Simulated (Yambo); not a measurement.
A G0W0@PBEsol run in Yambo for Ba2ScTaO6 (space group Fm-3m, No. 225) (2×2×2 Γ-centred k mesh, bands 3 to 220 and a 7 Ry block in the screening, 220 bands in G with the Bruneval-Gonze terminator, plasmon pole fitted at 27.2 eV) gives these matrix elements, in eV, at the band edges (Γ → Γ):

```json
[
 {"state": "valence edge", "E0": "0.000", "<Vxc>": "-19.501", "<Σx>": "-24.643", "<Σc(E0)>": "4.532", "Z": "0.774"},
 {"state": "conduction edge", "E0": "3.029", "<Vxc>": "-14.904", "<Σx>": "-8.793", "<Σc(E0)>": "-4.521", "Z": "0.825"}
]
```

### Question
Solve the linearised quasiparticle equation for both states, give the gap, and say how exchange and correlation each act on it.

### Answer
E = E0 + Z(Σx + Σc − Vxc). Valence: 0.000 + 0.774 × (-24.643 + (4.532) − (-19.501)) = -0.47 eV. Conduction: 3.029 + 0.825 × (-8.793 + (-4.521) − (-14.904)) = 4.34 eV. The gap is 4.81 eV, against 3.03 eV in PBEsol. Replacing Vxc by bare exchange alone would open it by 11.25 eV; correlation takes back 9.05 eV of that, and Z scales what is left. Nearest settings tried, and what they do to the gap: 148 bands in G: +9 meV; 148 bands in W, 148 bands in G: +58 meV; 6 Ry block (283 vectors against 331): -12 meV. Not varied: mesh. So the settings aren't converged at that level. The k mesh is coarse. Without spin-orbit coupling, band edges of such heavy elements can be off by tenths of an eV.

Geometry of the Materials Project entry, not relaxed at this level; primitive cell a = b = c = 5.879 Å, α = β = γ = 60.00°.

The structure is a Materials Project entry; no match was found in the copy of COD used, and its stability was not checked.
